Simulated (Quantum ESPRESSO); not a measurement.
RbMo2AlO8 has the trigonal space group P-3m1 (No. 164), Pearson symbol hP12. Cell: a = b = 5.6537 Å, c = 7.4760 Å, α = β = 90.00°, γ = 120.00°. O1 on 6i is surrounded by 1 Mo at 1.808 Å and 1 Al at 1.911 Å and 1 Rb at 3.035 Å. O2 on 2d has 1 Mo at 1.750 Å and 3 Rb at 3.278 Å. Al on 1b is coordinated by 6 O at 1.911 Å (octahedral). Rb on 1a is surrounded by 6 O at 3.035 Å and 6 O at 3.278 Å. Mo on 2d sees 4 O at 1.750–1.808 Å (tetrahedral). (Neighbours: up to the widest gap in distance over summed covalent radii, below 1.35, at either atom; cation-cation contacts left out.)

The geometry is that of Materials Project entry mp-1209248, symmetrised and not relaxed again.

Q: What does PBEsol (pw.x of Quantum ESPRESSO, ONCV potentials, no spin-orbit coupling) give for the electronic structure near the Fermi level?

A: The PBEsol gap is direct, 3.68 eV at Γ. Spin-orbit splittings are left out.

The structure is a Materials Project entry; no match was found in the copy of COD used, and its stability was not checked.
